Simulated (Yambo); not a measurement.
A G0W0@PBEsol run in Yambo for CsNbN₂ (space group Fd-3m, No. 227) (2×2×2 Γ-centred k mesh, bands 3 to 330 and a 8 Ry block in the screening, 330 bands in G with the Bruneval-Gonze terminator, plasmon pole fitted at 27.2 eV) gives these matrix elements, in eV, at the band edges (L → Γ):

```csv
state,E0,<Vxc>,<Σx>,<Σc(E0)>,Z
valence edge,0.000,-16.051,-19.017,2.766,0.756
conduction edge,1.597,-15.601,-10.293,-4.452,0.790
```

Problem. Solve the linearised quasiparticle equation for both states, give the gap, and say how exchange and correlation each act on it.

Solution. E = E0 + Z(Σx + Σc − Vxc). Valence: 0.000 + 0.756 × (-19.017 + (2.766) − (-16.051)) = -0.15 eV. Conduction: 1.597 + 0.790 × (-10.293 + (-4.452) − (-15.601)) = 2.27 eV. The gap is 2.42 eV, against 1.60 eV in PBEsol. Replacing Vxc by bare exchange alone would open it by 8.27 eV; correlation takes back 7.22 eV of that, and Z scales what is left. Nearest settings tried, and what they do to the gap: 121 bands in W, 121 bands in G: +96 meV; 2 Ry block (65 vectors against 531): +18 meV. Not varied: mesh. So the settings aren't converged at that level. The k mesh is coarse. Spin-orbit splittings are left out.

Geometry of the Materials Project entry, not relaxed at this level; primitive cell a = b = c = 6.337 Å, α = β = γ = 60.00°.

The structure is a Materials Project entry; no match was found in the copy of COD used, and its stability was not checked.
